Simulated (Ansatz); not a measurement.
A scan (energy over volume and axial ratio; atoms clamped) gave these values. All values below come from PBE (plane waves to 420 eV, PAW, scalar-relativistic; Ansatz, a quantum-chemistry and plane-wave program).

The shear modulus C′ = (C11 − C12)/2 (fit, atoms clamped) is 180 GPa.

Of these crystals, all scanned alike, which one is it?
A) AlRu (CsCl type)
B) SnTe (rock salt)
C) BeSe (zinc blende)
D) Cr (bcc, W type)

D, Cr (bcc, W type). The others have, for the shear modulus C′ = (C11 − C12)/2: AlRu 86 GPa, SnTe 56 GPa, BeSe 39 GPa

AlRu is run without spin polarisation. All were relaxed with their symmetry unable to fall. Cr is run without spin polarisation. Real Cr orders magnetically; this run has no moments, which shifts volume and moduli. Spin-orbit coupling is left out. With partly filled bands, the response to shear is sensitive to the k mesh, so small differences along c/a are uncertain.

(Under strain, the slope of the energy per volume gives the stress and its curvature an elastic modulus.)
